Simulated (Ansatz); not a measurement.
Sc3InB:
```xyz
5
Lattice="4.6813 0.0000 0.0000 0.0000 4.6813 0.0000 0.0000 0.0000 4.6813" Properties=species:S:1:pos:R:3 pbc="T T T"
B      2.3406     2.3406     2.3406
In     0.0000     0.0000     0.0000
Sc     0.0000     2.3406     2.3406
Sc     2.3406     0.0000     2.3406
Sc     2.3406     2.3406     0.0000
```

Relaxed with r²SCAN.

Problem. Map the electron localisation function on the plane through (0.500, 0.500, 0.500) spanned by u = [1, 0, 0] and v = [0, 1, 1] in lattice vectors, from r²SCAN (plane waves, PAW; program Ansatz).

Solution. x is the fraction of u, y of v (the angle between them is 90°; rows are the nearest grid lines); atoms in the plane: B at (0.00, 0.00), In at (0.50, 0.50), Sc at (0.50, 0.00).
```
y \ x   0.000  0.0870  0.174  0.261  0.348  0.435  0.565  0.652  0.739  0.826  0.913   1.00
------  -----  ------  -----  -----  -----  -----  -----  -----  -----  -----  -----  -----
1.00    0.000   0.257  0.726  0.198  0.675  0.400  0.400  0.675  0.198  0.726  0.257  0.000
0.909   0.637   0.759  0.779  0.261  0.257  0.748  0.748  0.257  0.261  0.779  0.759  0.637
0.848   0.789   0.792  0.742  0.405  0.072  0.137  0.137  0.072  0.405  0.742  0.792  0.789
0.758   0.368   0.404  0.462  0.479  0.467  0.442  0.442  0.467  0.479  0.462  0.404  0.368
0.697   0.138   0.220  0.419  0.521  0.482  0.382  0.382  0.482  0.521  0.419  0.220  0.138
0.606   0.278   0.390  0.519  0.364  0.247  0.240  0.240  0.247  0.364  0.519  0.390  0.278
0.545   0.417   0.489  0.502  0.253  0.243  0.025  0.025  0.243  0.253  0.502  0.489  0.417
0.455   0.417   0.489  0.502  0.253  0.243  0.025  0.025  0.243  0.253  0.502  0.489  0.417
0.394   0.278   0.390  0.519  0.364  0.247  0.240  0.240  0.247  0.364  0.519  0.390  0.278
0.303   0.138   0.220  0.419  0.521  0.482  0.382  0.382  0.482  0.521  0.419  0.220  0.138
0.242   0.368   0.404  0.462  0.479  0.467  0.442  0.442  0.467  0.479  0.462  0.404  0.368
0.152   0.789   0.792  0.742  0.405  0.072  0.137  0.137  0.072  0.405  0.742  0.792  0.789
0.0909  0.637   0.759  0.779  0.261  0.257  0.748  0.748  0.257  0.261  0.779  0.759  0.637
0.000   0.000   0.257  0.726  0.198  0.675  0.400  0.400  0.675  0.198  0.726  0.257  0.000
```

The density is the valence pseudo-density with augmentation charge, so density and ELF within about 1 Å of a nucleus are not all-electron values.

Space group Pm-3m (anti-perovskite). The workflow started from an entry of the Crystallography Open Database (COD). Its standing as an ambient phase is unchecked. The cell was relaxed with r²SCAN under the symmetry of its start; of distortions, only those at the zone centre were tested. The run is not spin-polarised.

Potentials: the later of the program's two PAW sets.
